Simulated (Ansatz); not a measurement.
BiTe:
```yaml
crystal:
  lattice:
    - [2.41143, 1.39224, 3.29494]
    - [-2.41143, 1.39224, 3.29494]
    - [0.00000, -2.78448, 3.29494]
  atoms:
    - { symbol: Bi, position: [0.50000, 0.50000, 0.50000] }
    - { symbol: Te, position: [0.00000, 0.00000, 0.00000] }
```

Relaxed with r²SCAN. Special points in fractions of this cell's reciprocal vectors: Γ (0.000, 0.000, 0.000); T (0.500, 0.500, 0.500); H2 (0.714, 0.286, 0.500); H0 (0.500, -0.286, 0.286); L (0.500, 0.000, 0.000); S0 (0.393, -0.393, 0.000); S2 (0.607, 0.000, 0.393); F (0.500, 0.000, 0.500).

Task: List the band energies nearest the Fermi level at these points for the program Ansatz at the r²SCAN with spin–orbit coupling level (PAW).

Result: In eV from the Fermi level; about four levels below and three above (degenerate sets whole), none deeper than 8.9 eV; points with the same levels are listed once.

```tsv
k	below	above
Γ	-2.63 -2.63 -1.51 -1.51	0.97 0.97 3.18 3.18
T	-0.81 -0.81 -0.57 -0.57	8.81 8.81 9.08 9.08
H2	-1.74 -1.74 -0.59 -0.59	3.47 3.47 4.13 4.13
L	-0.79 -0.79 -0.03 -0.03	0.92 0.92 7.24 7.24
S0	-4.01 -4.01 -2.95 -2.95	1.74 1.74 3.18 3.18
F	-4.82 -4.82 -3.35 -3.35	2.68 2.68 2.89 2.89
```

Space group R-3m. The first step of the workflow began from a Materials Project structure, measured or hypothetical; the Crystallography Open Database copy checked does not list it. COD files the formula under space group No. 164, 225. Whether it is the stable phase at ambient conditions was not checked. The cell was relaxed with r²SCAN under the symmetry of its start; whether a distortion lowers the energy is not shown. With an odd number of electrons in the cell and no spin polarisation, the count alone makes it a metal.

Potentials: the later of the program's two PAW sets.
